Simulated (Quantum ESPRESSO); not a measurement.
# SnTa5InY: input and log of a self-consistent run

Simulated, not a measurement. The program is pw.x of Quantum ESPRESSO 7.5 (plane-wave density functional theory). The cell is made up: eight metal atoms on a hexagonal close-packed lattice, with elements, volume, strain and displacements drawn at random and not relaxed, so it may be unstable or far from any real phase. PseudoDojo standard norm-conserving files set the functional (PBE unless stated); there is no spin polarisation or spin-orbit coupling, the Fermi-Dirac width of 0.25 eV means electrons at about 2900 K, and the masses in the input are unused placeholders. The tin pseudopotential is less sure than most, with forces differing by about three percent from a second method on plain tin. Heavy elements are run without spin-orbit coupling, which real alloys of them have. A spin test at this wide smearing found no moment, but such smearing suppresses magnetism that the real alloy may have.

Input:

```
&control calculation='scf', pseudo_dir='./dojo.nc.sr.pbe.v0_5.standard.upf', outdir='./o', disk_io='minimal', tprnfor=.true., tstress=.true. /
&system ibrav=0, nat=8, ntyp=4, nbnd=69, ecutwfc=79.96652505, nosym=.true., tot_charge=0,
 occupations='smearing', smearing='fd', degauss=0.0183746611
/
&electrons conv_thr=1.470e-08, electron_maxstep=70, mixing_beta=0.5 /
ATOMIC_SPECIES
In 1.0 In.upf
Sn 1.0 Sn.upf
Ta 1.0 Ta.upf
Y 1.0 Y.upf
CELL_PARAMETERS angstrom
0.0 0.0 5.232
6.2814 0.0 0.0
-3.1407 5.4398 0.0
ATOMIC_POSITIONS angstrom
Sn 0.0717 -0.0508 -0.0764
Ta -1.5163 2.844 -0.0411
In 3.3388 -0.083 -0.1141
Y 1.4555 2.7056 0.1683
Ta 0.0011 1.8138 2.5739
Ta -1.5656 4.62 2.6647
Ta 3.1579 1.7603 2.615
Ta 1.6256 4.4181 2.6532
K_POINTS automatic
5 4 4 1 1 1
```

The log is shortened where brackets say so; the opening notice, blank lines, dates and the lines on written files are dropped, and the path of the files is cut. It prints rydbergs, bohrs and kilobars, and counts compression as positive stress. Its total energy is the free energy E - TS of the whole cell.

```
     Program PWSCF v.7.5
     Parallel version (MPI & OpenMP), running on       4 processor cores
     Number of MPI processes:                 4
     Threads/MPI process:                     1
     [start-up lines left out]
     bravais-lattice index     =            0
     lattice parameter (alat)  =       9.8870  a.u.
     unit-cell volume          =    1206.4344 (a.u.)^3
     number of atoms/cell      =            8
     number of atomic types    =            4
     number of electrons       =       103.00
     number of Kohn-Sham states=           69
     kinetic-energy cutoff     =      79.9665  Ry
     charge density cutoff     =     319.8661  Ry
     scf convergence threshold =      1.5E-08
     mixing beta               =       0.5000
     number of iterations used =            8  plain     mixing
     Exchange-correlation= PBE
                           (   1   4   3   4   0   0   0)
     [axes and pseudopotential details left out]
   Cartesian axes
     site n.     atom                  positions (alat units)
         1        Sn     tau(   1) = (   0.0137041  -0.0097095  -0.0146024  )
         2        Ta     tau(   2) = (  -0.2898127   0.5435780  -0.0078555  )
         3        In     tau(   3) = (   0.6381498  -0.0158639  -0.0218081  )
         4        Y      tau(   4) = (   0.2781919   0.5171254   0.0321674  )
         5        Ta     tau(   5) = (   0.0002102   0.3466743   0.4919534  )
         6        Ta     tau(   6) = (  -0.2992355   0.8830275   0.5093081  )
         7        Ta     tau(   7) = (   0.6035742   0.3364488   0.4998089  )
         8        Ta     tau(   8) = (   0.3107034   0.8444381   0.5071101  )
     number of k points=    40  Fermi-Dirac smearing, width (Ry)=  0.0184
                       cart. coord. in units 2pi/alat
        k(    1) = (   0.1041169   0.1803375   0.1000000), wk =   0.0500000
        k(    2) = (   0.1041169   0.4207875   0.1000000), wk =   0.0500000
     [further k points left out]
     Dense  grid:   116451 G-vectors     FFT dimensions: (  60,  72,  72)
     Estimated max dynamical RAM per process >     372.98 MB
     Estimated total dynamical RAM >       1.37 GB
     Initial potential from superposition of free atoms
     starting charge     102.9855, renormalised to     103.0000
     Starting wfcs are   78 randomized atomic wfcs
     total cpu time spent up to now is        6.0 secs
     per-process dynamical memory:   273.8 Mb
     Self-consistent Calculation
     iteration #  1     ecut=    79.97 Ry     beta= 0.50
     Davidson diagonalization with overlap
     ethr =  1.00E-02,  avg # of iterations =  2.3
     Threshold (ethr) on eigenvalues was too large:
     Diagonalizing with lowered threshold
     Davidson diagonalization with overlap
     ethr =  4.32E-04,  avg # of iterations =  4.0
     total cpu time spent up to now is       30.4 secs
     total energy              =   -1022.80250659 Ry
     estimated scf accuracy    <       0.48510965 Ry
     iteration #  2     ecut=    79.97 Ry     beta= 0.50
     Davidson diagonalization with overlap
     ethr =  4.71E-04,  avg # of iterations =  7.0
     total cpu time spent up to now is       45.0 secs
     total energy              =   -1022.74880912 Ry
     estimated scf accuracy    <       1.45297065 Ry
     iteration #  3     ecut=    79.97 Ry     beta= 0.50
     Davidson diagonalization with overlap
     ethr =  4.71E-04,  avg # of iterations =  2.6
     total cpu time spent up to now is       56.8 secs
     total energy              =   -1022.92163836 Ry
     estimated scf accuracy    <       0.34921332 Ry
     iteration #  4     ecut=    79.97 Ry     beta= 0.50
     Davidson diagonalization with overlap
     ethr =  3.39E-04,  avg # of iterations =  2.0
     total cpu time spent up to now is       67.5 secs
     total energy              =   -1022.95788906 Ry
     estimated scf accuracy    <       0.06688419 Ry
     iteration #  5     ecut=    79.97 Ry     beta= 0.50
     Davidson diagonalization with overlap
     ethr =  6.49E-05,  avg # of iterations =  6.3
     total cpu time spent up to now is       81.8 secs
     total energy              =   -1022.96117589 Ry
     estimated scf accuracy    <       0.10613484 Ry
     [iterations 6 to 12 left out]
     iteration # 13     ecut=    79.97 Ry     beta= 0.50
     Davidson diagonalization with overlap
     ethr =  3.76E-09,  avg # of iterations =  2.0
     total cpu time spent up to now is      172.1 secs
     total energy              =   -1022.97204262 Ry
     estimated scf accuracy    <       0.00000285 Ry
     iteration # 14     ecut=    79.97 Ry     beta= 0.50
     Davidson diagonalization with overlap
     ethr =  2.77E-09,  avg # of iterations =  1.0
     total cpu time spent up to now is      181.6 secs
     total energy              =   -1022.97204293 Ry
     estimated scf accuracy    <       0.00000008 Ry
     iteration # 15     ecut=    79.97 Ry     beta= 0.50
     Davidson diagonalization with overlap
     ethr =  8.16E-11,  avg # of iterations =  5.0
     total cpu time spent up to now is      195.6 secs
     total energy              =   -1022.97204293 Ry
     estimated scf accuracy    <       0.00000013 Ry
     iteration # 16     ecut=    79.97 Ry     beta= 0.50
     Davidson diagonalization with overlap
     ethr =  8.16E-11,  avg # of iterations =  2.0
     total cpu time spent up to now is      205.9 secs
     total energy              =   -1022.97204295 Ry
     estimated scf accuracy    <       0.00000002 Ry
     iteration # 17     ecut=    79.97 Ry     beta= 0.50
     Davidson diagonalization with overlap
     ethr =  2.40E-11,  avg # of iterations =  1.6
     total cpu time spent up to now is      216.0 secs
     End of self-consistent calculation
     [lines on levels left out]
!    total energy              =   -1022.97204295 Ry
     estimated scf accuracy    <          9.7E-10 Ry
     smearing contrib. (-TS)   =      -0.13350730 Ry
     internal energy E=F+TS    =   -1022.83853565 Ry
     The total energy is F=E-TS. E is the sum of the following terms:
     one-electron contribution =    -211.07543994 Ry
     hartree contribution      =     154.49678339 Ry
     xc contribution           =    -247.47014158 Ry
     ewald contribution        =    -718.78973752 Ry
     convergence has been achieved in  17 iterations
     Forces acting on atoms (cartesian axes, Ry/au):
     atom    1 type  2   force =    -0.00734284    0.01136731    0.01602493
     atom    2 type  3   force =    -0.03029775   -0.03769987   -0.00208087
     atom    3 type  1   force =    -0.02380634    0.05718691    0.02238001
     atom    4 type  4   force =     0.05617319   -0.03941656   -0.04872396
     atom    5 type  3   force =    -0.03191807   -0.00006377    0.02616690
     atom    6 type  3   force =     0.01165689   -0.02159175   -0.02522370
     atom    7 type  3   force =     0.02797408    0.01560339    0.00848663
     atom    8 type  3   force =    -0.00243915    0.01461434    0.00297006
     Total force =     0.135914     Total SCF correction =     0.000155
     Computing stress (Cartesian axis) and pressure
          total   stress  (Ry/bohr**3)                   (kbar)     P=      -89.08
  -0.00059786   0.00003872  -0.00002462          -87.95        5.70       -3.62
   0.00003872  -0.00060092   0.00001214            5.70      -88.40        1.79
  -0.00002462   0.00001214  -0.00061794           -3.62        1.79      -90.90
     init_run     :      5.42s CPU      5.66s WALL (       1 calls)
     electrons    :    208.39s CPU    210.07s WALL (       1 calls)
     forces       :      2.07s CPU      2.09s WALL (       1 calls)
     stress       :      7.18s CPU      7.34s WALL (       1 calls)
     [timing details left out]
     PWSCF        :   3m43.40s CPU   3m45.53s WALL
     JOB DONE.
```

In other units: free energy -13918.244 eV for the cell, pressure -8.91 GPa, largest force component 1.470 eV/Å in size. The run took 227 s of wall time with four MPI processes on a shared machine (Intel Xeon, 2023 or later, virtual cores), so the time is rough. A rerun of this cell at a higher cutoff and on a denser mesh moved values by no more than 0.006 eV in energy, 0.04 GPa in stress and 0.007 eV/Å in force, and a second program with other atomic files agreed on that cell to 2 % rms in force and 0.5 GPa in pressure.